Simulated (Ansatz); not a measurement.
The relaxed structure here is a generated cell of Zr: the first start was made by placing the elements on the sites of a structure type, and the end was not matched to a known phase here, so it may be hypothetical. Known forms of Zr include space group No. 194.

A relaxed cell of Zr (Pm-3m (No. 221)), relaxed on a k-mesh at least as fine as the one used below. These are PBE (plane waves to 420 eV, PAW, scalar-relativistic; Ansatz, a first-principles code) values and carry that method's errors. Γ-centred k-mesh 11×11×11 on the run's cell (coarser than for final values), Fermi–Dirac smearing 0.05 eV.

```yaml
crystal:
  lattice:
    - [5.82478, 0.00000, 0.00000]
    - [2.91239, 2.91239, 0.00000]
    - [0.00000, 0.00000, 2.91239]
  atoms:
    - { symbol: Zr, position: [0.00000, 0.50000, 0.50000] }
    - { symbol: Zr, position: [0.50000, 0.50000, 0.50000] }
```

The atoms are displaced along an unstable phonon of this cell by (Å):

| atom | ux | uy | uz |
|---|---|---|---|
| Zr1 | 0.000 | 0.000 | 0.150 |
| Zr2 | 0.000 | 0.000 | -0.150 |

**Question.** What forces (eV/Å) and pressure result?

**Answer.** 
| atom | Fx | Fy | Fz |
|---|---|---|---|
| Zr1 | 0.00 | 0.00 | 0.59 |
| Zr2 | 0.00 | 0.00 | -0.59 |

Pressure -0.4 GPa.

**Question.** Estimate the energy cost of the displacement in the harmonic approximation and compare with the calculation.

**Answer.** For a harmonic well ΔE = −½ Σ F·u = -0.089 eV a cell, or -45 meV/atom. The calculated energy relative to the undisplaced cell is -0.04 eV/atom, so the harmonic estimate holds well.

The undisplaced cell is probably no minimum: from this displacement the run went on to I4/mmm (No. 139), 0.81 eV/atom below it.

No spin polarisation in the result.
